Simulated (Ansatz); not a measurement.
Ti2SnC in space group P6_3/mmc (No. 194; Ti on 4f, Sn on 2d, C on 2a) at seven volumes, plane-wave PAW PBEsol (Ansatz code), shape and atoms relaxed at each. One row is withheld.

```csv
V (Å³/atom),P (GPa)
13.240,17.18
13.676,10.49
14.113,4.81
14.549,0.00
14.986,?
15.422,-7.52
15.859,-10.37
```

Task: Fit the shown pressures and predict the withheld one.

Result: Third-order Birch–Murnaghan: P = (3/2)B₀(x^(7/2) − x^(5/2))[1 + (3/4)(B′ − 4)(x − 1)] with x = (V₀/V)^(2/3). Least squares on the six rows gives V₀ = 14.550 Å³/atom, B₀ = 146.8 GPa, B′ = 4.57. At V = 14.986, x = 0.9805 and P = -4.05 GPa. The run itself gave -4.08 GPa.

The workflow started from a Materials Project entry (that database holds measured and hypothetical structures alike); the Crystallography Open Database copy checked does not list it. Whether it is the stable phase at ambient conditions was not checked. The cell was relaxed with PBEsol under the symmetry of its start; whether a distortion lowers the energy is not shown. The run is not spin-polarised. Spin–orbit coupling is left out wherever it is not named.

Potentials: the earlier of the program's two PAW sets. The files were generated under PBE; for other functionals the program regenerates the frozen cores, and for LDA and PBEsol the local potential too.
